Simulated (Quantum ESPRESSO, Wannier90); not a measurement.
**Wannierisation of MgZnO$_{2}$ (R-3m)**

```xyz
4
Lattice="-1.5218 2.6359 0.0000 -3.0436 0.0000 0.0000 -1.5218 0.8786 4.9465" Properties=species:S:1:pos:R:3 pbc="T T T"
Mg     0.0000     0.0000     0.0000
Zn    -3.0436     1.7572     2.4732
O      1.5218    -0.8786    -1.1934
O     -1.5218     0.8786     1.1934
```

Structure: Materials Project mp-1221939, symmetrised, not relaxed again. Not found in the COD (Crystallography Open Database) copy used; not checked further. Level: PBEsol, no spin polarisation, no spin-orbit coupling; pw.x of Quantum ESPRESSO at 68 Ry with PseudoDojo potentials, 8×8×8 k-points, Wannier90. Density: 12×12×12 mesh, cold smearing 0.01 Ry.

A tight-binding model is made by disentanglement and projection with no localisation steps (num_iter = 0), so the 21 orbitals stay atom-like: hydrogen-like Mg: s;p; Zn: s;p;d; O: s;p, axes along x, y, z; frozen window up to 3.85 eV relative to the valence-band maximum. It follows pw.x to 0.7 meV rms for states up to 3.4 eV relative to the valence-band maximum. Matrix elements depend on this choice of orbitals and windows.

The 30 largest hoppings ⟨m,0|H|n,R⟩ between different sites (one of each Hermitian pair; signs follow the real orbitals' lobes; the list may end inside a set of equal values):

| m | n | R | distance of the centres (Å) | t (eV) |
|---|---|---|---|---|
| Mg1 px | Mg1 px | 0 1 0 | 3.04 | 1.468 |
| Zn2 px | Zn2 px | 0 1 0 | 3.04 | 1.446 |
| Zn2 pz | O3 py | 0 1 1 | 2.17 | -1.424 |
| Zn2 pz | O4 py | 1 0 0 | 2.17 | -1.424 |
| Mg1 py | O3 py | 1 0 0 | 2.12 | 1.399 |
| O4 py | Mg1 py | 1 0 0 | 2.12 | 1.399 |
| Zn2 py | O3 pz | 0 1 1 | 2.18 | -1.376 |
| Zn2 py | O4 pz | 1 0 0 | 2.18 | -1.376 |
| Zn2 py | O3 py | 0 1 1 | 2.17 | 1.370 |
| Zn2 py | O4 py | 1 0 0 | 2.17 | 1.370 |
| Mg1 py | O3 s | 1 0 0 | 2.13 | -1.368 |
| O4 s | Mg1 py | 1 0 0 | 2.13 | 1.368 |
| Mg1 py | O3 pz | 1 0 0 | 2.12 | -1.354 |
| O4 pz | Mg1 py | 1 0 0 | 2.12 | -1.354 |
| Zn2 s | O3 py | 0 1 1 | 2.17 | -1.334 |
| Zn2 s | O4 py | 1 0 0 | 2.17 | 1.334 |
| Zn2 py | O3 s | 0 1 1 | 2.17 | 1.317 |
| Zn2 py | O4 s | 1 0 0 | 2.17 | -1.317 |
| Mg1 pz | O3 py | 1 0 0 | 2.12 | -1.291 |
| O4 py | Mg1 pz | 1 0 0 | 2.12 | -1.291 |
| Mg1 s | O3 py | 1 0 0 | 2.12 | 1.246 |
| O4 py | Mg1 s | 1 0 0 | 2.12 | -1.246 |
| O4 px | Zn2 pz | 0 0 0 | 2.17 | -1.233 |
| Zn2 pz | O4 px | 0 1 0 | 2.17 | 1.233 |
| Zn2 pz | O3 px | 1 0 1 | 2.17 | 1.233 |
| Zn2 pz | O3 px | 1 1 1 | 2.17 | -1.233 |
| O4 pz | Zn2 px | 0 0 0 | 2.18 | -1.192 |
| Zn2 px | O4 pz | 0 1 0 | 2.18 | 1.192 |
| Zn2 px | O3 pz | 1 0 1 | 2.18 | 1.192 |
| Zn2 px | O3 pz | 1 1 1 | 2.18 | -1.192 |
